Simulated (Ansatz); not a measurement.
# Property card for WF$_{3}$

All numbers below come from DFT PBE, scalar-relativistic, plane waves, PAW in Ansatz.

Plane waves to 420 eV, a k mesh through Γ of 14×14×14 on the computed 4-atom cell and Gaussian smearing (0.10 eV); collinear spin from starting moments 2.1 0.0 0.0 0.0 μB.

The structure is relaxed at this level of theory with its symmetry kept, and needn't be the ground state of this composition.

```
CELL_PARAMETERS angstrom
3.44131 0.00000 0.00000
0.00000 3.44131 0.00000
0.00000 0.00000 3.44131
ATOMIC_POSITIONS crystal
W 0.00000 0.00000 0.00000
F 0.50000 0.50000 0.00000
F 0.00000 0.50000 0.50000
F 0.50000 0.00000 0.50000
```

| Quantity | Value |
| --- | --- |
| Space group | Pm-3m (No. 221) |
| Volume per atom | 10.19 Å³ |
| Formation energy from the elements' standard states (uncorrected) | -0.799 eV/atom |
| Kohn–Sham band gap | none (metal) |
| Density of states at the Fermi level | 1.9 states/eV per cell |
| Orbital (Löwdin) character within 0.5 eV of the Fermi level | W 5d 81 %, F 2p 14 % |
| Bader charge by site (e) | W (1 in the cell) 2.10, F (3 in the cell) -0.70 |
| Total moment | 2.77 μB per cell |
| Moment by site (μB) | W1 1.89, F2 0.05, F3 0.05, F4 0.05 |

Spin-orbit coupling is left out, which matters for the bands of heavy elements.

Only this magnetic start was tried.

Another cell of WF3 relaxed alike, in Pm-3m, lies 1.00 eV/atom lower, so this cell isn't the stable form at this level.

The cell was found from a structure generator's guess, not taken from experiment. Löwdin shares on free-atom orbitals overweight diffuse shells.
